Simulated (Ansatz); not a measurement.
According to DFT-PBEsol in the program Ansatz with PAW potentials, AlAg in the orthorhombic phase (Cmcm; Ag on 4c, Al on 4c) relaxes to a = 2.818 Å, b = 10.462 Å, c = 4.487 Å. Against the elements it lies at 0.018 eV/atom, with no fitted shifts.

Electronic character: metallic (no gap).

The start of the workflow was typed in or built on a structure type; neither database checked (COD, Materials Project) lists it. Its standing as an ambient phase is unchecked. The cell was relaxed with PBEsol under the symmetry of its start; whether a distortion lowers the energy is not shown. No spin polarisation was allowed. Axis ratios of metals converge slowly with the k-mesh, so a and c are less sure than the volume. The references are the lowest solids computed at this level, not always the standard phases. Spin–orbit coupling is left out wherever it is not named.

Potentials: the earlier of the program's two PAW sets. The files were generated under PBE; for other functionals the program regenerates the frozen cores, and for LDA and PBEsol the local potential too.
